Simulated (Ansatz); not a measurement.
TePd (P6_3/mmc): phonons

Level of theory: PBEsol, PAW on Ansatz 0.2.0's default frozen-core files (fitted under PBE), scalar-relativistic.

Cell and atoms were relaxed beforehand by PAW with this functional.

Command:

```sh
ansatz run input.yaml --threads 1 --pin off --max-ram 3072MiB --backend cpu --events-out ev --progress --plain --runs-dir out
```

Input:

```yaml
crystal:
  lattice:
    - [4.15536598193, 0.0, 0.0]
    - [-2.07768299097, 3.59865250238, 0.0]
    - [0.0, 0.0, 5.62012683858]
  atoms:
    - { symbol: Te, position: [0.333333333333, 0.666666666667, 0.25] }
    - { symbol: Te, position: [0.666666666667, 0.333333333333, 0.75] }
    - { symbol: Pd, position: [0.0, 0.0, 0.0] }
    - { symbol: Pd, position: [0.0, 0.0, 0.5] }
kpoints:
  mp_grid: { grid: [8, 8, 6] }
scf:
  occupations: { method: fermi_dirac, width: 0.05 }
hamiltonian:
  xc: pbesol
  pseudopotentials: { kind: paw }
phonons:
  supercell: [1, 1, 1]
```

The program printed:

```
Warning: RAYON_NUM_THREADS=1 ignored (pool sized by the plan → 1); use --threads N
Engine: ansatz 0.2.0, aarch64-unknown-linux-gnu
Pseudopotentials: kind: paw
Pseudopotential: Te, paw, valence charge 16, recommended cutoff 420 eV (normal), Te.paw.azcp
Pseudopotential: Pd, paw, valence charge 18, recommended cutoff 420 eV (normal), Pd.paw.azcp
Functional definition: PBEsol
  exchange = pbesol_x
  correlation = pbesol_c
Crystal: 4 atoms, lattice volume = 84.042 Å³
Basis set: ecut = 420 eV, 1633 PW (Γ), exchange–correlation on 60×60×80 points (8 copies of the dense FFT grid, shifted against one another)
Bands: 41, of which v1, the nominal top of the filled ones, is band 34 counted from 1 (33 counted from 0)
Symmetry: 24 space group operations
k-points: 40 of 384
Non-local potential: Te, projectors of the file, l = 0: 2, l = 1: 2, l = 2: 2, l = 3: 2
Non-local potential: Pd, projectors of the file, l = 0: 2, l = 1: 2, l = 2: 2, l = 3: 1
PAW form: soft (Blöchl's): semilocal exchange-correlation on the pseudo side does not see the compensation charge
PAW frozen core: Te, regenerated for the run's functional, and the local potential with it (the file was generated under x = pbe(κ = 0.804, μ = 0.2195149727645171), c = pbe(β = 0.06672455060314922))
PAW frozen core: Pd, regenerated for the run's functional, and the local potential with it (the file was generated under x = pbe(κ = 0.804, μ = 0.2195149727645171), c = pbe(β = 0.06672455060314922))
PAW one-centre angular grid: Te, 590 points (default); XC on 64 Gauss nodes
PAW one-centre angular grid: Pd, 590 points (default); XC on 64 Gauss nodes
Initial density: superposition of atomic densities (neutral atoms: chi_scale 0, normalization atom), corrected by the library's trained network
Initial wavefunctions: pseudopotential atomic-orbital guess
Functional: x = pbesol(κ = 0.804, μ = 0.12345679012345678), c = pbesol(β = 0.046)
[... 41 lines left out ...]
SCF iter   2: F=—  HF=-27617.850614 eV  |F-HF|=—  |Δ(HF+E_count)|=   9.42e-6  Δρ=6.11e-5  dr2=2.85e-6  ethr=2.31e-8  ⟨swp⟩=2.0  Hψ=2464  notcnv=0  defer=49
SCF iter   3: F=—  HF=-27617.850615 eV  |F-HF|=—  |Δ(HF+E_count)|=   8.69e-7  Δρ=1.40e-5  dr2=1.60e-7  ethr=4.20e-9  ⟨swp⟩=2.0  Hψ=2681  notcnv=0  defer=49
SCF iter   4: F=—  HF=-27617.850615 eV  |F-HF|=—  |Δ(HF+E_count)|=   2.51e-8  Δρ=1.98e-6  dr2=4.81e-9  ethr=2.36e-10  ⟨swp⟩=2.0  Hψ=2656  notcnv=0  defer=49
SCF iter   5: F=—  HF=-27617.850615 eV  |F-HF|=—  |Δ(HF+E_count)|=  6.95e-10  Δρ=6.01e-7  dr2=2.23e-10  ethr=7.07e-12  ⟨swp⟩=2.0  Hψ=3288  notcnv=0  defer=49
SCF iter   6: F=—  HF=-27617.850615 eV  |F-HF|=—  |Δ(HF+E_count)|=  4.37e-11  Δρ=1.18e-7  dr2=6.67e-12  ethr=1.00e-12  ⟨swp⟩=2.4  Hψ=3288  notcnv=0  defer=49
SCF iter   7: F=-27617.850615 eV  HF=-27617.850615 eV  |F-HF|=0.00e0  |Δ(HF+E_count)|=    0.00e0  Δρ=2.73e-8  dr2=5.28e-13  ethr=1.00e-12  ⟨swp⟩=5.2  Hψ=7894  notcnv=0
SCF 4 converged in 7 iterations: F = -27617.850615 eV  dr2 = 5.28e-13
SCF converged after 8 iterations
Free energy (F): -27617.850632 eV
Harris-Foulkes:  -27617.850632 eV  (|F-HF|=1.09e-11)
Internal energy: -27617.833466 eV  (E = F + TS)
E sigma→0 (E₀):  -27617.842049 eV
Entropy (-TS):   -0.017166 eV (-4.292 meV/atom)
Fermi energy:    14.978420 eV
--- Per-component energies (eV) ---
  E_band       = -818.077207
  E_kinetic    = 1393.964234
  E_local      = -6505.487313  (includes V_loc(G=0)·N_el)
  E_nonlocal   = -175.447110
  E_hartree    = 3262.576798
  E_xc         = -583.976510
  E_vxc        = -633.232150  (∫ρ·V_xc dr)
  E_paw        = -16541.412091  (= ΣΔE_a)
  E_vpaw       = -1423.028508  (= ΣTr[D̂ρ^β])
  E_aug_tail   = 0.000053  (compensation charges beyond the density's cutoff)
  E_ewald      = -8469.406205
  E_core_change = 1.354679  (= ΣΔE_core)
  E_smearing   = -0.017166  (= −TS)
  E_closure    = 0.000000  (closes the sum)
  Σ components = -27617.850632   (vs F -27617.850632, Δ=0.00e0)
--- Forces (eV/Å), atoms counted from 1 ---
  atom   1  Te    -0.00000000     0.00000000     0.00000000
  atom   2  Te     0.00000000    -0.00000000     0.00000000
  atom   3  Pd     0.00000000     0.00000000     0.00000000
  atom   4  Pd     0.00000000     0.00000000     0.00000000
  max |Σ_I F_I| component: 1.16e-18 eV/Å
--- Phonons: 3 displaced members + reference (amplitude 0.0025 Å, Σ member SCF iterations 20) ---
  symmetry images taken by strict's conditions (phonons.symmetry_images: auto; settled by no image being taken that strict refuses)
  ASR residual: 8.213e-4 → 0.000e0 eV/Å²; symmetrization residual: 6.384e-5 eV/Å²
  largest component of a force at the reference: 4.0e-18 eV/Å
  ASR residual per site (eV/Å²): 3.15e-4 3.15e-4 8.21e-4 8.21e-4
  Γ frequencies (cm⁻¹): 0.00 0.00 0.00 81.42 81.42 105.66 105.66 117.67 132.54 134.42 134.42 182.25
  density of states and harmonic sums: on the 17×17×11 q-mesh, interpolated from the force constants of a 1×1×1 supercell (no non-analytic term)
  largest difference from the sums on the solved wave vectors: F 6.40e-1 eV, S 8.99e-4 and C_V 2.58e-4 eV/K
```

The calculation finished and met its thresholds.

Zone-centre phonons:

Harmonic phonons of a crystal by Kohn-Sham DFT at the given cell, standard atomic masses, acoustic sum rule imposed; negative wavenumbers are unstable modes; optical zone-centre levels upwards with Mulliken labels, activity, and the element with most of the kinetic energy.

* Point group: 6/mmm

| number | phonon wavenumber (cm⁻¹) | label | infrared | raman | lead element |
| --- | --- | --- | --- | --- | --- |
| 1 | 81.4 | E2u | no | no | Pd |
| 2 | 105.7 | E2g | no | yes | Te |
| 3 | 117.7 | A2u | yes | no | Pd |
| 4 | 132.5 | B1g | no | no | Te |
| 5 | 134.4 | E1u | yes | no | Pd |
| 6 | 182.2 | B2u | no | no | Pd |

Limits of these numbers: frozen-core PAW files fitted under PBE, their cores solved anew for the functional of the run; responses of metals move with mesh and smearing; zone-boundary modes aren't tested; activity by symmetry alone, a metal screens infrared modes.

Cost: 110 s on 1 thread of Arm Neoverse V1, on a shared host, peak memory 0.6 GiB.
